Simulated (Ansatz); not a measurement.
Nb2O5:
```xyz
14
Lattice="6.3959 2.4468 0.0000 -6.3959 2.4468 0.0000 -1.4046 0.0000 5.4005" Properties=species:S:1:pos:R:3 pbc="T T T"
Nb    -2.1449     1.1858     1.3469
Nb     0.7403     3.7079     4.0536
Nb     1.4426     1.1858     1.3533
Nb    -2.8473     3.7079     4.0472
O     -3.9472     2.1045     0.6914
O      2.5426     2.7891     4.7091
O      3.2449     2.1045     2.0089
O     -4.6495     2.7891     3.3916
O     -1.0535     4.3755     4.0504
O     -0.3512     0.5181     1.3501
O      0.0381     2.1787     5.2559
O     -1.4428     2.7149     0.1446
O     -2.1451     2.1787     2.8448
O      0.7405     2.7149     2.5557
```

r²SCAN (plane waves, PAW; program Ansatz) gives a gap of 3.06 eV without spin–orbit coupling, maximum off the standard path, at k = (-0.115, 0.115, 0.062) in fractions of the reciprocal vectors, minimum off the standard path, at k = (0.385, -0.385, -0.359) in fractions of the reciprocal vectors.

**Question.** What happens when spin–orbit coupling is switched on?

**Answer.** The gap stays essentially unchanged, to 3.06 eV; maximum off the standard path, at k = (-0.115, 0.115, 0.062) in fractions of the reciprocal vectors, minimum off the standard path, at k = (0.385, -0.385, -0.359) in fractions of the reciprocal vectors.

**Question.** Give the electron effective mass with spin–orbit coupling.

**Answer.** 0.61, 2.4, 3.0 mₑ (principal values).

**Question.** Give the hole effective mass with spin–orbit coupling.

**Answer.** 1.9, 3.9, 4.4 mₑ (principal values).

Space group C2/c. The workflow started from a Materials Project entry (that database holds measured and hypothetical structures alike); the Crystallography Open Database files this formula in space group No. 15, but the cells were not matched. Whether it is the stable phase at ambient conditions was not checked. The r²SCAN relaxation kept the symmetry of its start; whether a distortion lowers the energy is not shown. The run is not spin-polarised.

Potentials: the earlier of the program's two PAW sets. The files were generated under PBE; for other functionals the program regenerates the frozen cores, and for LDA and PBEsol the local potential too.
